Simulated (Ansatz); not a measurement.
Input, command and steps of an Ansatz relaxation.

```yaml
crystal:
  lattice:
    - [6.678448, 0.021625, -0.150305]
    - [0.021625, 7.032622, -0.169154]
    - [-0.150305, -0.169154, 6.875297]
  atoms:
    - { symbol: Ge, position: [0.1500231626, 0.8430957377, 0.9364943858] }
    - { symbol: Ge, position: [0.5335514994, 0.2201668199, 0.8203871425] }
    - { symbol: Ge, position: [0.6672020506, 0.9154762661, 0.6384829945] }
    - { symbol: Ge, position: [0.9687859114, 0.1547509729, 0.5300242172] }
    - { symbol: Ge, position: [0.4169383534, 0.0906271966, 0.1456312801] }
    - { symbol: Ge, position: [0.9046984205, 0.1944336087, 0.900250297] }
    - { symbol: Ge, position: [0.0347447108, 0.5337266868, 0.7628538921] }
    - { symbol: Ge, position: [0.9745051611, 0.5411045069, 0.3588786466] }
    - { symbol: Ge, position: [0.4475129867, 0.5080330444, 0.6176808985] }
    - { symbol: Ge, position: [0.1586286465, 0.3743144626, 0.113410678] }
    - { symbol: Ge, position: [0.2446676974, 0.8782094544, 0.5589697508] }
    - { symbol: Ge, position: [0.5333618906, 0.7412693924, 0.3253773816] }
    - { symbol: Ge, position: [0.6840363962, 0.3155242558, 0.3546184883] }
    - { symbol: Ge, position: [0.7649763588, 0.8726779074, 0.0044542356] }
  symmetry: { detect: false }
basis:
  ecutwfc: 420
kpoints:
  mp_grid: { grid: [2, 2, 2], shift: [0.5, 0.5, 0.5] }
hamiltonian:
  xc: pbe
scf:
  occupations: { method: gaussian, width: 0.1 }
  lower_state_search: "off"
output:
  forces: true
  stress: true
  eigenvalues: true
relax:
  adjacent_minimum: "off"
  f_tol: 0.04
  max_steps: 70
  cell: { stress_tol: 0.3 }
```

```bash
ansatz run input.yaml --threads 2 --pin off --max-ram 5120MiB --backend cpu --events-out ev --progress --plain --runs-dir out
```

Computed with Ansatz 0.2.0, DFT PBE, scalar-relativistic, plane waves, PAW.

Of 25 frames 10 are shown, positions in Å and forces in eV/Å; the SCF threshold varies from step to step. Steps run on the plane waves of an earlier cell, with a Pulay correction in the pressure. The basis is chosen afresh for the last frame, the zero of the energies, and can be on the way; energy and pressure step there, also at an unchanged geometry.

```xyz
14
Lattice="6.6784 0.0216 -0.1503 0.0216 7.0326 -0.1692 -0.1503 -0.1692 6.8753" Properties=species:S:1:pos:R:3:forces:R:3 pbc="T T T" step=1 free_energy_over_end_meV_per_atom=240.68 pressure_GPa=1.05
Ge    0.8794    5.7740    6.2735    0.5840    0.2700   -0.0360
Ge    3.4447    1.4211    5.5230   -0.3460   -0.1610   -0.0430
Ge    4.3797    6.3446    4.1346   -0.0040   -0.1690   -0.1490
Ge    6.3937    1.0196    3.4723    0.4040   -0.2530    0.6520
Ge    2.7646    0.6217    0.9233   -0.1560    0.1260   -0.0360
Ge    5.9109    1.2347    6.0206    0.3370    0.1020   -0.2590
Ge    0.1289    3.6252    5.1493    0.1370   -0.1380   -0.4520
Ge    6.4659    3.7658    2.2294   -0.3660    0.8140    0.9570
Ge    2.9068    3.4780    4.0935   -0.1120    0.0390    0.0810
Ge    1.0504    2.6167    0.6926    0.9700   -0.3250   -0.6030
Ge    1.5690    6.0869    3.6578    0.0140    0.1840    0.1630
Ge    3.5292    5.1696    2.0315   -0.1530   -0.0710   -0.2360
Ge    4.5218    2.1738    2.2819   -0.9150    0.0500    0.0550
Ge    5.1271    6.1530   -0.2320   -0.3950   -0.4680   -0.0930
14
Lattice="6.0286 0.1089 -0.1775 0.1088 7.3125 -0.2776 -0.1627 -0.2807 7.0034" Properties=species:S:1:pos:R:3:forces:R:3 pbc="T T T" step=4 free_energy_over_end_meV_per_atom=150.91 pressure_GPa=0.10
Ge    1.0312    5.8749    6.2680   -0.0640   -0.0060    0.0490
Ge    2.9252    1.2597    5.5139   -0.1620    0.0830    0.0520
Ge    4.2131    6.4313    3.7524    0.2500    0.0400    0.0150
Ge    5.8017    1.2175    3.6455    0.0150    0.0440   -0.3820
Ge    2.5534    0.5845    0.9637    0.0250   -0.1690    0.0590
Ge    5.4075    1.2834    6.1787    0.0050   -0.0140    0.1440
Ge    0.2825    3.5715    5.1193   -0.0650    0.0100    0.0130
Ge    5.7181    4.1663    2.3970    0.0530    0.0410    0.0030
Ge    2.7863    3.7561    4.4287    0.1550   -0.0960    0.0340
Ge    1.2124    2.9222    0.7401    0.1000    0.0090    0.0920
Ge    1.5791    6.5469    3.6960   -0.0550   -0.0540   -0.0030
Ge    2.9690    5.2259    1.6724   -0.1610    0.0080   -0.1530
Ge    3.7928    2.3505    2.4504   -0.0100    0.2090    0.0540
Ge    4.4753    6.1696   -0.6522   -0.0850   -0.1050    0.0220
14
Lattice="5.6597 0.1425 -0.2746 0.1440 7.5593 -0.3019 -0.2568 -0.3127 6.9267" Properties=species:S:1:pos:R:3:forces:R:3 pbc="T T T" step=6 free_energy_over_end_meV_per_atom=108.35 pressure_GPa=0.37
Ge    0.8628    5.9966    6.2040   -0.2690   -0.0700   -0.2050
Ge    2.4445    1.2269    5.5518   -0.1120    0.0880    0.1190
Ge    4.1166    6.7150    3.5110   -0.0010    0.0430    0.0050
Ge    5.5081    1.3645    3.1839    0.1670    0.0200   -0.1770
Ge    2.4409    0.4477    1.1133   -0.0580    0.1650    0.0720
Ge    5.0285    1.3094    5.8955    0.0250    0.0520   -0.0630
Ge    0.1569    3.6287    5.0134   -0.0570   -0.0090   -0.1450
Ge    5.4371    4.6197    2.2234    0.0620    0.0040   -0.0650
Ge    2.7415    3.8568    4.6311    0.0500   -0.3030    0.0060
Ge    1.2636    2.9705    0.8093   -0.1900   -0.0780    0.1270
Ge    1.4501    6.6990    3.6359    0.0710   -0.1450    0.0450
Ge    2.5990    5.3637    1.4695    0.0920    0.0420    0.1520
Ge    3.4625    2.7643    2.2982   -0.0430    0.2230    0.3040
Ge    4.0626    6.1948   -0.8100    0.2620   -0.0300   -0.1730
14
Lattice="5.7350 0.1530 -0.5051 0.1602 7.5139 -0.3542 -0.4965 -0.3630 6.8989" Properties=species:S:1:pos:R:3:forces:R:3 pbc="T T T" step=9 free_energy_over_end_meV_per_atom=80.15 pressure_GPa=0.09
Ge    0.5564    5.8888    6.0547    0.1020   -0.1000    0.0790
Ge    2.2274    1.1178    5.6304    0.0000   -0.0930    0.0260
Ge    4.1160    6.8008    3.2162    0.0500   -0.0580    0.0210
Ge    5.6302    1.2937    2.5976    0.0200    0.0850   -0.0420
Ge    2.4993    0.5049    1.1936    0.0640    0.0120    0.0990
Ge    4.8775    1.3928    5.4500    0.1140    0.0810   -0.0810
Ge   -0.0002    3.5693    4.7364    0.0500   -0.0070    0.2270
Ge    5.3154    4.7238    1.8280   -0.0180    0.1320   -0.0490
Ge    2.6379    3.5332    4.6468   -0.0020    0.2030    0.2200
Ge    1.0627    2.8284    0.9675    0.0130   -0.0200   -0.0300
Ge    1.4347    6.5750    3.5764    0.0450   -0.0900   -0.0320
Ge    2.6421    5.3404    1.3068   -0.2140   -0.0040   -0.1570
Ge    3.4060    2.8403    2.3629   -0.0220   -0.0620   -0.3000
Ge    4.1555    6.1463   -1.1337   -0.2040   -0.0780    0.0190
14
Lattice="5.5848 0.3286 -0.6680 0.3521 7.4349 -0.2153 -0.6607 -0.2236 7.1202" Properties=species:S:1:pos:R:3:forces:R:3 pbc="T T T" step=12 free_energy_over_end_meV_per_atom=55.77 pressure_GPa=0.39
Ge    0.3785    5.9755    6.3437   -0.3170   -0.0050   -0.1380
Ge    2.0569    1.0571    5.8788   -0.1590    0.1180   -0.0710
Ge    4.2444    6.9908    3.3384    0.1860    0.1850    0.0080
Ge    5.5968    1.6441    2.4583    0.0230   -0.1540    0.1070
Ge    2.6049    0.6657    1.3865    0.1300    0.0870    0.0720
Ge    4.6829    1.8205    5.3458    0.2590   -0.4230    0.2200
Ge    0.1229    3.6708    4.9746    0.0370    0.0880   -0.1080
Ge    5.1906    5.0317    1.7990   -0.0400   -0.0640   -0.0390
Ge    2.7513    3.5079    4.8931   -0.1520    0.1290   -0.2280
Ge    0.8686    2.7965    1.0715   -0.0950    0.1400   -0.1520
Ge    1.5886    6.4735    3.7855    0.0620    0.0420   -0.1640
Ge    2.4388    5.4507    1.2720    0.0880    0.0290    0.2280
Ge    3.2372    3.0902    2.3552   -0.1740    0.0390    0.1810
Ge    3.8918    6.1120   -1.1260    0.1520   -0.2100    0.0840
14
Lattice="5.5999 0.3520 -0.6789 0.3779 7.3937 -0.1857 -0.6724 -0.1935 7.1466" Properties=species:S:1:pos:R:3:forces:R:3 pbc="T T T" step=14 free_energy_over_end_meV_per_atom=35.38 pressure_GPa=0.17
Ge    0.1566    5.7658    6.3271    0.0390   -0.0890    0.0130
Ge    1.9010    1.1067    5.9420    0.0610    0.0100    0.0150
Ge    4.5849    7.1321    3.3502   -0.0490   -0.1180   -0.1160
Ge    5.6775    1.6979    2.3895    0.1190    0.0500   -0.0430
Ge    2.7624    0.8678    1.4830   -0.0210    0.0240    0.0360
Ge    4.7144    1.6254    5.4991   -0.0650    0.0080    0.1100
Ge    0.0694    3.4608    4.9321   -0.0930   -0.0630   -0.0790
Ge    5.1250    5.0339    1.8012   -0.0490   -0.0080    0.1180
Ge    2.7530    3.4245    4.9387    0.1220    0.0940    0.0460
Ge    0.8649    2.9251    0.9680   -0.0330    0.1200   -0.0740
Ge    1.8918    6.5144    3.7808    0.0940    0.0900    0.1490
Ge    2.4145    5.6155    1.3025   -0.0130   -0.0820   -0.0950
Ge    3.1626    3.2592    2.4347   -0.0690    0.0280   -0.0010
Ge    3.7922    5.9495   -1.0550   -0.0440   -0.0640   -0.0790
14
Lattice="5.5986 0.2901 -0.6868 0.3149 7.4524 -0.0880 -0.6801 -0.0989 7.1087" Properties=species:S:1:pos:R:3:forces:R:3 pbc="T T T" step=17 free_energy_over_end_meV_per_atom=12.79 pressure_GPa=-0.12
Ge    0.1431    5.4971    6.1555    0.0640   -0.0140    0.0340
Ge    1.8380    1.2016    6.0266   -0.1060    0.0160   -0.0010
Ge    4.7101    7.3070    3.3114   -0.0480    0.0500    0.0060
Ge    5.8848    1.6877    2.0669   -0.0460    0.0200   -0.0190
Ge    2.7034    0.9830    1.6539    0.1540   -0.0170   -0.1380
Ge    4.6387    1.4441    5.6960    0.0430   -0.0180    0.0530
Ge    0.0512    3.1158    4.7866    0.0130    0.0270   -0.0540
Ge    4.9439    5.0036    1.9963   -0.0310   -0.0470   -0.0130
Ge    2.8823    3.4469    5.0756    0.0300   -0.0390   -0.0340
Ge    0.6384    3.4058    0.8434   -0.1150   -0.0160    0.0250
Ge    2.0554    6.8678    3.9128   -0.0470   -0.0720    0.1270
Ge    2.2588    5.7706    1.3898   -0.0140    0.0870   -0.0340
Ge    2.8330    3.4204    2.5096   -0.0220    0.0490    0.0020
Ge    3.7724    5.8543   -0.9552    0.1250   -0.0270    0.0470
14
Lattice="5.5950 0.1313 -0.7368 0.1506 7.4701 -0.0090 -0.7306 -0.0217 6.9776" Properties=species:S:1:pos:R:3:forces:R:3 pbc="T T T" step=20 free_energy_over_end_meV_per_atom=2.71 pressure_GPa=-0.02
Ge    0.2107    5.3380    5.9924    0.0400   -0.0010    0.0140
Ge    1.6576    1.2880    5.9112   -0.0140    0.0230    0.0330
Ge    4.3564    7.2306    3.3944   -0.0060   -0.0450   -0.0410
Ge    5.8431    1.3603    1.8057    0.0060    0.0710    0.0390
Ge    2.7736    1.0626    1.5718   -0.0360    0.0640   -0.0710
Ge    4.5458    1.3443    5.6314    0.0180    0.0680   -0.0110
Ge   -0.0176    3.0460    4.5196   -0.0050   -0.0890   -0.0350
Ge    4.7297    5.0343    1.8230   -0.0030    0.0550    0.0620
Ge    2.8885    3.4186    4.9921    0.0810   -0.0370   -0.0620
Ge    0.4436    3.4034    0.8746   -0.0640   -0.0430   -0.0330
Ge    1.7225    6.8196    4.1489   -0.0070    0.0080    0.0940
Ge    2.0224    5.9196    1.4765    0.0440   -0.0020    0.0010
Ge    2.6380    3.4974    2.4262    0.0100   -0.0180    0.0800
Ge    3.9748    5.7271   -0.8320   -0.0660   -0.0540   -0.0710
14
Lattice="5.5862 0.1152 -0.7700 0.1348 7.4173 -0.0025 -0.7625 -0.0117 7.0537" Properties=species:S:1:pos:R:3:forces:R:3 pbc="T T T" step=22 free_energy_over_end_meV_per_atom=0.68 pressure_GPa=0.04
Ge    0.1756    5.2968    6.1003    0.0070    0.0350   -0.0170
Ge    1.6433    1.2986    5.9720   -0.0140    0.0360    0.0170
Ge    4.2688    7.1446    3.4093    0.0000    0.0260    0.0030
Ge    5.8095    1.3418    1.8284    0.0050    0.0040   -0.0150
Ge    2.7402    1.0871    1.5605   -0.0020   -0.0060    0.0040
Ge    4.5355    1.3199    5.6267   -0.0210   -0.0260    0.0060
Ge   -0.0206    3.0293    4.5640    0.0180    0.0030    0.0230
Ge    4.7171    5.0183    1.8018   -0.0180    0.0040   -0.0110
Ge    2.9087    3.3724    4.9884    0.0060    0.0040    0.0030
Ge    0.4103    3.3477    0.8970   -0.0090   -0.0480   -0.0140
Ge    1.6423    6.7731    4.2403   -0.0070   -0.0420   -0.0030
Ge    1.9942    5.8947    1.5204   -0.0220    0.0000    0.0180
Ge    2.6191    3.4865    2.4447    0.0270    0.0250   -0.0390
Ge    3.9399    5.6500   -0.8817    0.0300   -0.0140    0.0230
14
Lattice="5.5915 0.1069 -0.7690 0.1263 7.4120 0.0107 -0.7612 0.0018 7.0673" Properties=species:S:1:pos:R:3:forces:R:3 pbc="T T T" step=25 free_energy_over_end_meV_per_atom=0.00 pressure_GPa=-0.02
Ge    0.1894    5.3286    6.1573   -0.0110   -0.0160   -0.0180
Ge    1.6232    1.3418    6.0015   -0.0180   -0.0350    0.0110
Ge    4.2490    7.1141    3.4112    0.0130    0.0020   -0.0160
Ge    5.8222    1.3500    1.8834    0.0070    0.0060    0.0000
Ge    2.7250    1.0922    1.5742   -0.0230    0.0030   -0.0090
Ge    4.5064    1.2850    5.6004   -0.0030    0.0060    0.0020
Ge    0.0085    3.0687    4.6110    0.0060    0.0140   -0.0080
Ge    4.7284    5.0326    1.7375   -0.0120    0.0140    0.0100
Ge    2.9419    3.3693    4.9610    0.0240    0.0200   -0.0250
Ge    0.4117    3.2785    0.8835    0.0100   -0.0170    0.0010
Ge    1.6280    6.7735    4.3207    0.0140    0.0040    0.0170
Ge    1.9254    5.9050    1.6021    0.0020   -0.0300    0.0080
Ge    2.6444    3.5078    2.4122   -0.0070    0.0250    0.0330
Ge    3.9687    5.6089   -0.8863   -0.0030    0.0060   -0.0060
```

The run took 8.3 min on 2 threads of Intel(R) Xeon(R) Processor @ 2.50GHz (Skylake/Cascade Lake), with other jobs on the host, peak memory 0.73 GiB.

The k mesh is coarse.